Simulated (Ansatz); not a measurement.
YbAs$_{4}$Os$_{6}$: reading a single point

```xyz
11
Lattice="7.1822 0.0000 0.0000 -3.5911 6.2199 0.0000 0.0000 0.0000 3.7416" Properties=species:S:1:pos:R:3 pbc="T T T"
Os   -1.4407    4.9784    1.8708
Os    1.4407    4.9784    1.8708
Os    0.0000    2.4830    1.8708
As    5.1557    1.1700    1.8708
As    2.0265    1.1700    1.8708
As    3.5911    3.8800    1.8708
As   -0.0004    4.1468    0.0000
Yb    0.0000    0.0000    0.0000
Os    2.1672    2.8954    0.0000
Os    5.0150    2.8954    0.0000
Os    3.5911    0.4292    0.0000
```

Level: r2SCAN, no spin polarisation; 500 eV; 4×4×6 Γ-centred mesh; gaussian occupations (width 0.0377 eV); Ansatz 0.2.0, fixed geometry.

- Contacts: Os–As at 2.41 Å: least valence density 0.65 e/Å³ and ELF 0.50 there. Os–Os at 2.85 Å: least valence density 0.38 e/Å³ and ELF 0.39 there. Yb–As at 3.00 Å: least valence density 0.17 e/Å³ and ELF 0.09 there. Both are smooth PAW fields, read partly inside the augmentation spheres.
- Electronic structure: It is a metal, with about 20 states/eV a cell as the mean within 0.25 eV of the Fermi level, mostly Yb f (67 %) and Os d (26 %).
- Forces: The largest is on Os10 (and as large on other atoms): 0.70 eV/Å, components (-0.60, -0.35, 0.00). It makes 180° with the line to a nearest neighbour, As7 at 2.50 Å, pointing away from it.
- Formation energy: 0.03 eV an atom against the elements' usual phases (free molecules for gases, crystals otherwise, with no correction for O₂ or N₂), too near zero to call. Relaxing would lower it.
- Stress: The pressure is 5.5 GPa (compression positive), so with the atoms held at these fractions the cell would first expand. The principal stresses 2.2, 2.2, 12.1 GPa differ, so its shape would change too.

Origin: a known structure type with other elements, at an estimated volume, so it need not be a known compound. Caveats: no spin polarisation, so a magnetic state may lie lower; f levels without a U or exact exchange are poorly placed.
